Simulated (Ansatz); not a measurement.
F in its lowest state found on the top face of a (001) slab of Co (P6_3/mmc (No. 194)), 4 planes, outer planes Co (top) and Co (bottom); 1 a cell of 5.23 Å², its atoms last:

```
Co F
1.0
     2.45642    0.00000    0.00000
    -1.22821    2.12732    0.00000
     0.00000    0.00000   24.95426
Co F
4 1
Direct
  0.33333 0.66667 0.34062
  0.66667 0.33333 0.42016
  0.33437 0.66563 0.50115
  0.66828 0.33172 0.58037
  0.33581 0.66419 0.63511
```

Method: Ansatz 0.2.0, DFT PBEsol, scalar-relativistic, plane waves, PAW. Plane waves to 420 eV, a k mesh through Γ of 12×12×1 on the computed 5-atom cell and Gaussian smearing (0.10 eV); collinear spin from starting moments 1.94 1.89 1.88 1.92 1 μB. A dipole correction removes the field between periodic images along c.

The clean top face has a work function of 5.12 eV. Adsorption changes the slab's dipole along +c by Δp = -0.0594 e·Å a cell (-0.29 D an adsorbate).

Task: What change of work function does the Helmholtz equation give?

Result: A sheet of dipoles makes a step in an electron's potential energy of −e·Δp/(ε0·A), and e/ε0 = 180.95 eV·Å for Δp in e·Å: −180.95 × (-0.0594)/5.23 = +2.06 eV. This is the change of φ(top) − φ(bottom). If the bottom face is unmoved, φ(top) becomes 7.17 eV.

Task: How does that compare with the calculation?

Result: φ(top) changes by +1.99 eV and φ(bottom) by -0.07 eV, so their difference changes by +2.06 eV. The slab is thin enough for the adsorbate to shift the Fermi level against the bottom face too.

Task: What does the sign say about the electrons?

Result: The change of dipole points into the surface (negative end outward), so the work function rises. Electrons gather on the vacuum side. Δp also holds the adsorbate's own dipole and the moves of the surface atoms, so it isn't a charge transfer alone.

Semilocal functionals without U can misjudge the magnetic state of such a slab.

Cost: 4 runs of about 39 core-minutes in all, on Intel Xeon Processor @ 2.50GHz (Skylake/Cascade Lake) (shared hosts).